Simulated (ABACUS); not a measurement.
Input and output of a self-consistent single point for Ge (P2_1/m, 8 atoms in the cell; from Materials Project mp-1091415, changed as shown) (ABACUS).

All values come from this method and carry its errors: PBEsol, PseudoDojo 0.4 standard norm-conserving PBEsol (tails mended) pseudopotentials (plane waves; ABACUS).

The change in words: lattice vector b scaled by 1.01. Reference geometry (P6_3/mmc):
```xyz
8
Lattice="4.0031 0.0000 0.0000 -2.0016 3.4668 0.0000 0.0000 0.0000 13.1567" Properties=species:S:1:pos:R:3 pbc="T T T"
Ge     0.0000     0.0000     5.3528
Ge     0.0000     0.0000     7.8039
Ge     0.0000     0.0000    11.9312
Ge     0.0000     0.0000     1.2255
Ge     0.0000     2.3112     4.5267
Ge     2.0016     1.1556     8.6300
Ge     2.0016     1.1556    11.1051
Ge     0.0000     2.3112     2.0517
```

Reference input (self-consistent single point, DFT, PBEsol, plane waves, PseudoDojo 0.4 standard norm-conserving PBEsol (tails mended) pseudopotentials): KPT = MP 5 5 1 0 0 0; basis_type = pw; dft_functional = PBESOL; ecutwfc = 78 Ry; smearing_method = mp; smearing_sigma = 0.00734986 Ry; potentials = PseudoDojo 0.4 standard norm-conserving PBEsol (tails mended); symmetry = 1; symmetry_prec = 1e-05; ks_solver = dav; scf_nmax = 100; scf_thr = 1.0e-09 Ry. This run's input differs from it in these lines:

```diff
@@ -28,3 +28,3 @@
    7.5648004440    0.0000000000    0.0000000000
-  -3.7824002220    6.5513100878    0.0000000000
+  -3.8202249801    6.6168231130    0.0000000000
    0.0000000000    0.0000000000   24.8625786011
```

The program printed (abridged):

```
 SELF-CONSISTENT
 -------------------------------------------
                                 init_chg = atomic

 PW ALGORITHM --------------- ION=   1  ELEC=   1--------------------------------

 Notice: Threshold on eigenvalues was too large.

 Density error is 0.130242923305
                          Error Threshold = 0.000115317338787
 E_KohnSham     -1427.2026876518     -19418.0887529782
 E_Fermi        0.6527766700         8.8814822331

 PW ALGORITHM --------------- ION=   1  ELEC=   2--------------------------------

 Density error is 0.0121064932327
                          Error Threshold = 0.000116288324379
   [... lines left out ...]

 Density error is 1.20514867739e-09
                          Error Threshold = 3.59566967262e-11
 E_KohnSham     -1427.2049630981     -19418.1197120133
 E_Fermi        0.6751974723         9.1865328984

 PW ALGORITHM --------------- ION=   1  ELEC=   9--------------------------------

 Density error is 9.01731931415e-11
                          Error Threshold = 1.07602560481e-12
 E_KohnSham     -1427.2049630984     -19418.1197120179
 E_KS(sigma->0) -1427.2049486660     -19418.1195156556
 E_entropy(-TS) -0.0000432971        -0.0005890867
 E_Fermi        0.6751971360         9.1865283226
 charge density convergence is achieved
 final etot is -19418.119712 eV
 EFERMI = 9.1865283226 eV

 STATE ENERGY(eV) AND OCCUPATIONS    NSPIN == 1
   [... 65 lines left out ...]

 TOTAL-FORCE (eV/Angstrom)
                       Ge1         0.0454290331         0.0777778722         0.0247848322
                       Ge2        -0.0454290331        -0.0777778722        -0.0247848322
                       Ge3        -0.0454290331        -0.0777778722         0.0247848322
                       Ge4         0.0454290331         0.0777778722        -0.0247848322
                       Ge5        -0.0456965974        -0.0778747345         0.0041056087
                       Ge6         0.0456965974         0.0778747345        -0.0041056087
                       Ge7         0.0456965974         0.0778747345         0.0041056087
   [... lines left out ...]

 TOTAL-STRESS (KBAR)
         8.9864656611         3.5670550888         0.0000000000
         3.5670550888        -3.0167343858         0.0000000000
         0.0000000000         0.0000000000       -10.9885451079
 TOTAL-PRESSURE: -1.672938 KBAR

 --------------------------------------------
 !FINAL_ETOT_IS -19418.1197120178621844 eV
 --------------------------------------------
```

The run converged in 9 iterations. Against the reference run the free energy is nearly the same (within 1 meV/atom), the pressure goes from 0.45 to -0.17 GPa and the largest force goes from 0.080 to 0.093 eV/Å.

The structure comes from a collection of computed structures, made at another level of theory; the collection holds predicted forms beside known ones. No clean gap shows at this smearing width and mesh (spacing up to 0.48 Å⁻¹); the mesh is coarse for partly filled bands, so the values carry mesh errors. Semi-local functionals can close small gaps.

Cost on one core: about 2.2 core-minutes (a rough figure).

“Tails mended”: in these copies of the files the far tail of each local potential was reset to the Coulomb form.
